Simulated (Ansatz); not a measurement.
# Structures of Ba₂C: which is lowest?

Plane-wave DFT in Ansatz with scalar-relativistic PAW potentials, cutoff 420 eV, Γ-centred meshes chosen by cell and gap, Gaussian smearing with energies taken to zero width. Every cell was relaxed (cell and atoms) in a run of its own, within the symmetry of its start. Functional: PBE.

Relaxed structures (starts from databases or built by putting these elements on another compound's sites):
A. R-3m, 3 atoms in the computed cell, a = 4.172 Å, c = 22.510 Å; sites (symmetry × multiplicity) Ba 3m × 6, C -3m × 3; start: built
B. I4_1/amd, 6 atoms in the computed cell, a = 3.591 Å, c = 31.445 Å; sites (symmetry × multiplicity) Ba 2mm. × 8, C -4m2 × 4; start: built

Task: Rank them by energy. Could pressure change the order?

Result:
```csv
structure,group,E − E(lowest) (meV/atom),V (Å³/atom),gap on mesh (eV)
A,R-3m,0.0,37.71,0.00
B,I4_1/amd,186,33.78,0.00
```

A is lowest, 186 meV/atom under B. B is denser by 3.93 Å³/atom, so pressure favours it: ΔE/ΔV, with ΔE in eV and 1 eV/Å³ = 160.2 GPa, gives about 8 GPa for equal enthalpy if both cells were rigid, a rough figure since the two compress differently. Other structures may lie lower than all of these, and vibrations aren't counted.

Spin-orbit coupling is left out, which matters for the bands of heavy elements.